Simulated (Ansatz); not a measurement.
LiCl:
```xyz
2
Lattice="0.0000 2.5561 2.5561 2.5561 0.0000 2.5561 2.5561 2.5561 0.0000" Properties=species:S:1:pos:R:3 pbc="T T T"
Li     0.0000     0.0000     0.0000
Cl     2.5561     2.5561     2.5561
```

Relaxed with r²SCAN.

Problem. Tabulate the valence density and the electron localisation function along the shortest Li–Cl contact (2.56 Å), DFT-r²SCAN in the program Ansatz with PAW potentials.

Solution. 

```tsv
distance from Li (Å)	density (e/Å³)	ELF
0.26	5.61	0.99
0.38	2.75	0.97
0.51	0.90	0.59
0.64	0.20	0.08
0.77	0.08	0.01
0.89	0.08	0.02
1.02	0.10	0.19
1.15	0.14	0.56
1.28	0.22	0.74
1.41	0.34	0.82
1.53	0.53	0.85
1.66	0.82	0.87
1.79	1.22	0.88
1.92	1.64	0.86
2.04	1.81	0.80
2.17	1.49	0.66
2.30	0.74	0.44
```

The density is the valence pseudo-density with augmentation charge, so density and ELF within about 1 Å of a nucleus are not all-electron values.

Space group Fm-3m (rock salt). The r²SCAN relaxation kept the symmetry of its start.

Potentials: the later of the program's two PAW sets.
